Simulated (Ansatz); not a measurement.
**Mg$_{3}$Cd$_{2}$Se$_{5}$ (R-3m) at 2 levels of theory**

One geometry, relaxed with PBE; plane waves with PAW potentials in Ansatz, scalar-relativistic. No spin polarisation. Gaps are the least over mesh and band path; pressure is positive in compression.

```cif
data_structure
_symmetry_space_group_name_H-M 'P 1'
_symmetry_Int_Tables_number 1
_cell_length_a 16.3660
_cell_length_b 16.3660
_cell_length_c 16.3660
_cell_angle_alpha 13.900
_cell_angle_beta 13.900
_cell_angle_gamma 13.900
_cell_volume 220.15
loop_
_atom_site_label
_atom_site_type_symbol
_atom_site_fract_x
_atom_site_fract_y
_atom_site_fract_z
_atom_site_occupancy
Mg1 Mg 0.00000 0.00000 0.00000 1
Mg2 Mg 0.60183 0.60183 0.60183 1
Mg3 Mg 0.39817 0.39817 0.39817 1
Cd1 Cd 0.20139 0.20139 0.20139 1
Cd2 Cd 0.79861 0.79861 0.79861 1
Se1 Se 0.30095 0.30095 0.30095 1
Se2 Se 0.90311 0.90311 0.90311 1
Se3 Se 0.50000 0.50000 0.50000 1
Se4 Se 0.09689 0.09689 0.09689 1
Se5 Se 0.69905 0.69905 0.69905 1
```

```tsv
level	cutoff (eV)	k mesh	gap (eV)	pressure (GPa)
PBE	420	12×12×12	0.46	0.0
```

Question: What comes out on the same cell with r2SCAN?

Answer:
```csv
level,cutoff (eV),k mesh,gap (eV),pressure (GPa)
r2SCAN,500,12×12×12,0.96,-1.5
```

The structure comes from a generated guess; another structure or a mixture of phases may lie lower.
